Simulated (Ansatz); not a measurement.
Given:

BaCd2Ge2:
```xyz
5
Lattice="-2.3687 2.3687 5.6027 2.3687 -2.3687 5.6027 2.3687 2.3687 -5.6027" Properties=species:S:1:pos:R:3 pbc="T T T"
Ge     0.0000     0.0000     4.3278
Ge     0.0000     0.0000     6.8777
Cd     0.0000     2.3687     2.8014
Cd     2.3687     0.0000     2.8014
Ba     0.0000     0.0000     0.0000
```

This is the r²SCAN-relaxed structure.

Question: All from plane-wave PAW r²SCAN (Ansatz code), unless another level is named. Predict the electronic character.

Answer: metallic (no gap).

Question: Predict the formation energy from the elements (no fitted shifts).

Answer: -0.42 eV/atom.

Question: Give the density of states at the Fermi level.

Answer: 0.17 states/eV per atom (mean over ±0.08 eV).

Space group I4/mmm. The workflow started from an entry of the Crystallography Open Database (COD, 298 K). Its standing as an ambient phase is unchecked. Symmetry was held in the r²SCAN relaxation; whether a distortion lowers the energy is not shown. The references are the lowest solids computed at this level, not always the standard phases. Spin–orbit coupling is left out wherever it is not named.

Potentials: the later of the program's two PAW sets.
